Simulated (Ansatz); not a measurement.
Relaxation of a relaxed SiNi2 cell, doubled along one cell vector, shaken by Gaussian noise of σ = 0.08 Å a coordinate; 6 atoms in the cell, which starts as P1 (No. 1), aP6; a = 2.4460 Å, b = 3.9171 Å, c = 6.7846 Å, α = β = γ = 90.00°. Computed with r2SCAN (plane waves to 500 eV, PAW, scalar-relativistic; Ansatz, a quantum-chemistry and plane-wave program). Γ-centred k-mesh 4×7×9 on the run's cell (coarser than for final values), Fermi–Dirac smearing 0.05 eV. This is the first round of the run. 

The optimiser's lines from the output (shortened; P is positive under compression):

```
relax step   1: F+E_penalty+E_count = -24659.32180613 eV  Δ(F+E_penalty+E_count) = +0.000e0 eV  max|allowed force component| = 3.263e0 eV/Å  Δτ_max = 0.0000 Å  P = +3.405 GPa  Ω = 65.003 Å³  (14 SCF iters, dr2 threshold 1.00e-7 eV, accepted)
relax step   2: F+E_penalty+E_count = -24659.60470851 eV  Δ(F+E_penalty+E_count) = -2.829e-1 eV  max|allowed force component| = 1.134e0 eV/Å  Δτ_max = 0.0559 Å  P = +0.408 GPa  Ω = 65.267 Å³  (13 SCF iters, dr2 threshold 6.00e-7 eV, accepted)
relax step   3: F+E_penalty+E_count = -24659.92430520 eV  Δ(F+E_penalty+E_count) = -3.196e-1 eV  max|allowed force component| = 1.040e0 eV/Å  Δτ_max = 0.2000 Å  P = +0.866 GPa  Ω = 64.945 Å³  (15 SCF iters, dr2 threshold 6.00e-7 eV, accepted)
relax step   4: F+E_penalty+E_count = -24660.41925503 eV  Δ(F+E_penalty+E_count) = -4.949e-1 eV  max|allowed force component| = 1.400e0 eV/Å  Δτ_max = 0.1951 Å  P = +2.009 GPa  Ω = 64.450 Å³  (15 SCF iters, dr2 threshold 6.00e-7 eV, accepted)
relax step   5: F+E_penalty+E_count = -24660.99719658 eV  Δ(F+E_penalty+E_count) = -5.779e-1 eV  max|allowed force component| = 1.524e0 eV/Å  Δτ_max = 0.2000 Å  P = +2.445 GPa  Ω = 64.009 Å³  (15 SCF iters, dr2 threshold 6.00e-7 eV, accepted)
relax step   6: F+E_penalty+E_count = -24661.42216800 eV  Δ(F+E_penalty+E_count) = -4.250e-1 eV  max|allowed force component| = 1.427e0 eV/Å  Δτ_max = 0.1951 Å  P = +2.819 GPa  Ω = 63.844 Å³  (17 SCF iters, dr2 threshold 6.00e-7 eV, accepted)
relax step   7: F+E_penalty+E_count = -24661.69969455 eV  Δ(F+E_penalty+E_count) = -2.775e-1 eV  max|allowed force component| = 2.188e-1 eV/Å  Δτ_max = 0.2000 Å  P = -1.908 GPa  Ω = 65.424 Å³  (15 SCF iters, dr2 threshold 6.00e-7 eV, accepted)
relax step   8: F+E_penalty+E_count = -24661.83332376 eV  Δ(F+E_penalty+E_count) = -1.336e-1 eV  max|allowed force component| = 6.490e-1 eV/Å  Δτ_max = 0.2000 Å  P = +1.904 GPa  Ω = 64.537 Å³  (13 SCF iters, dr2 threshold 6.00e-7 eV, accepted)
relax step   9: F+E_penalty+E_count = -24662.00301268 eV  Δ(F+E_penalty+E_count) = -1.697e-1 eV  max|allowed force component| = 6.377e-1 eV/Å  Δτ_max = 0.1944 Å  P = +2.938 GPa  Ω = 63.853 Å³  (13 SCF iters, dr2 threshold 6.00e-7 eV, accepted)
relax step  10: F+E_penalty+E_count = -24662.16924526 eV  Δ(F+E_penalty+E_count) = -1.662e-1 eV  max|allowed force component| = 8.699e-2 eV/Å  Δτ_max = 0.1843 Å  P = -0.568 GPa  Ω = 64.848 Å³  (15 SCF iters, dr2 threshold 6.00e-7 eV, accepted)
relax step  11: F+E_penalty+E_count = -24662.17147116 eV  Δ(F+E_penalty+E_count) = -2.226e-3 eV  max|allowed force component| = 4.249e-2 eV/Å  Δτ_max = 0.0174 Å  P = +0.227 GPa  Ω = 64.516 Å³  (11 SCF iters, dr2 threshold 6.00e-7 eV, accepted)
relax step  12: F+E_penalty+E_count = -24662.17225015 eV  Δ(F+E_penalty+E_count) = -7.790e-4 eV  max|allowed force component| = 2.878e-3 eV/Å  Δτ_max = 0.0052 Å  P = +0.010 GPa  Ω = 64.619 Å³  (8 SCF iters, dr2 threshold 6.00e-7 eV, accepted)
relax step  13: F+E_penalty+E_count = -24662.17224997 eV  Δ(F+E_penalty+E_count) = +1.839e-7 eV  max|allowed force component| = 1.120e-3 eV/Å  Δτ_max = 0.0003 Å  P = +0.003 GPa  Ω = 64.622 Å³  (10 SCF iters, dr2 threshold 3.36e-9 eV, accepted)
relax step  14: F+E_penalty+E_count = -24662.17388426 eV  Δ(F+E_penalty+E_count) = -1.634e-3 eV  max|allowed force component| = 9.193e-4 eV/Å  Δτ_max = 0.0000 Å  P = -0.015 GPa  Ω = 64.622 Å³  stress off target by 4.70e-2 GPa  SCF on the basis re-selected at this cell (its energy is not comparable with the rows above)  (13 SCF iters)
relax step  15: F+E_penalty+E_count = -24662.17389505 eV  Δ(F+E_penalty+E_count) = -1.079e-5 eV  max|allowed force component| = 7.580e-4 eV/Å  Δτ_max = 0.0004 Å  P = +0.021 GPa  Ω = 64.618 Å³  (9 SCF iters, dr2 threshold 5.53e-9 eV, accepted)
relax step  16: F+E_penalty+E_count = -24662.17388998 eV  Δ(F+E_penalty+E_count) = +5.070e-6 eV  max|allowed force component| = 1.385e-4 eV/Å  Δτ_max = 0.0001 Å  P = -0.001 GPa  Ω = 64.625 Å³  (8 SCF iters, dr2 threshold 1.38e-9 eV, accepted)
relax step  17: F+E_penalty+E_count = -24662.17389129 eV  Δ(F+E_penalty+E_count) = -1.310e-6 eV  max|allowed force component| = 1.491e-4 eV/Å  Δτ_max = 0.0000 Å  P = -0.001 GPa  Ω = 64.625 Å³  stress off target by 2.08e-3 GPa  SCF on the basis re-selected at this cell (its energy is not comparable with the rows above)  (8 SCF iters)
```

From the first to the last row the energy changes by -0.48 eV/atom and the volume by -0.6 %. The last row is marked as not comparable with the walk above it, whose basis was carried along; it does compare with step 1, since both stand on a basis selected at the nominal cutoff for their own cell.

Later rounds, restarted from the end of this one on a renewed k-mesh, logged 4 more steps and released under 0.01 eV/atom more. The final structure after all rounds: Pmmn, origin choice 1 (No. 59), oP6; a = 2.697 Å, b = 3.754 Å, c = 6.385 Å, α = β = γ = 90.00°. Between re-selections the logged energies stand on a plane-wave basis carried along with the cell. No spin polarisation in the result. A magnetic state may lie lower.

The relaxed structure here is a generated cell of SiNi2: the first start was made by placing the elements on the sites of a structure type, and the end was not matched to a known phase here, so it may be hypothetical.
